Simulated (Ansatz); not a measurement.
Given:

ScAl3 (Cu3Au type)

```
CELL_PARAMETERS angstrom
      4.07175     0.00000     0.00000
      0.00000     4.07175     0.00000
      0.00000     0.00000     4.07175
ATOMIC_POSITIONS crystal
  Al 0.00000 0.50000 0.50000
  Al 0.50000 0.50000 0.00000
  Al 0.50000 0.00000 0.50000
  Sc 0.00000 0.00000 0.00000
```

This relaxed cell (volume V₀) is scaled evenly in all directions, its shape held. Symmetry pins the atoms to their sites.

Method: PBEsol (plane waves to 420 eV, PAW, scalar-relativistic; Ansatz, an electronic-structure program). k mesh 12×12×12 (Γ-centred), Fermi-Dirac smearing 0.05 eV. E stands for the smeared free energy. Compression counts positive. ScAl3 is run without spin polarisation. ScAl3 was relaxed with its symmetry unable to fall. The zero of ΔE is the relaxed starting cell.

The scan covers V/V₀ from 0.940 to 1.060 in 13 points.

### Question
What pressure does the cell carry at V/V₀ = 0.940?

### Answer
6.4 GPa.

### Question
What is ΔE at V/V₀ = 0.940?

### Answer
19 meV/atom.

### Question
What is ΔE at V/V₀ = 1.060?

### Answer
16 meV/atom.

(A scan under strain: stresses follow from slopes of the energy per volume, elastic moduli from its curvatures.)
